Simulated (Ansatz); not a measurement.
Relaxed CsSnI₃ (cubic perovskite):

```xyz
5
Lattice="6.2712 0.0000 0.0000 0.0000 6.2712 0.0000 0.0000 0.0000 6.2712" Properties=species:S:1:pos:R:3 pbc="T T T"
Cs     0.0000     0.0000     0.0000
Sn     3.1356     3.1356     3.1356
I      0.0000     3.1356     3.1356
I      3.1356     3.1356     0.0000
I      3.1356     0.0000     3.1356
```

Computed with PBE (plane waves to 420 eV, PAW, scalar-relativistic; Ansatz, a first-principles code). k mesh 5×5×5 (Γ-centred), Fermi-Dirac smearing 0.05 eV. CsSnI3 was relaxed with its symmetry unable to fall. Spin-orbit coupling is left out, though I is heavy. The PAW data are Ansatz's earlier set. This is a high-temperature form of CsSnI3.

One atom of the cell was then moved (with its periodic images), all else fixed, and the forces (eV/Å) came out as:

```tsv
atom	Fx	Fy	Fz
Cs1	-0.023	-0.023	-0.023
Sn2	0.882	0.882	0.882
I3	-0.812	-0.024	-0.024
I4	-0.024	-0.024	-0.812
I5	-0.024	-0.812	-0.024
```

### Question
Which atom was moved, and by which vector (Å)?

### Answer
Sn2, by (-0.36, -0.36, -0.36), 0.63 Å in all.

(A displaced cell: forces are minus the slopes of the energy, force constants its curvatures, and phonons follow from these.)
